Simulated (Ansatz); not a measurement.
MgPd:
Space group Pm-3m (No. 221); a = b = c = 3.1566 Å, α = β = γ = 90.00°

```csv
atom,site,symmetry,x,y,z
Pd,1b,m-3m,0.5000,0.5000,0.5000
Mg,1a,m-3m,0.0000,0.0000,0.0000
```

Relaxed with r²SCAN.

Tabulate the valence density and the electron localisation function along the shortest Pd–Pd contact (3.16 Å), the program Ansatz at the r²SCAN level (PAW).



```tsv
distance from Pd (Å)	density (e/Å³)	ELF
0.32	11.89	0.40
0.47	8.80	0.51
0.63	4.94	0.52
0.79	2.07	0.44
0.95	0.84	0.31
1.10	0.43	0.22
1.26	0.27	0.22
1.42	0.21	0.25
1.58	0.19	0.27
1.74	0.21	0.25
1.89	0.27	0.22
2.05	0.43	0.22
2.21	0.84	0.31
2.37	2.07	0.44
2.53	4.94	0.52
2.68	8.80	0.51
2.84	11.89	0.40
```

The density is the valence pseudo-density with augmentation charge, so density and ELF within about 1 Å of a nucleus are not all-electron values.

The workflow started from an entry of the Crystallography Open Database (COD). Its standing as an ambient phase is unchecked. The r²SCAN relaxation kept the symmetry of its start; its stability against distortions is not shown here. No spin polarisation was allowed.

Potentials: the later of the program's two PAW sets.
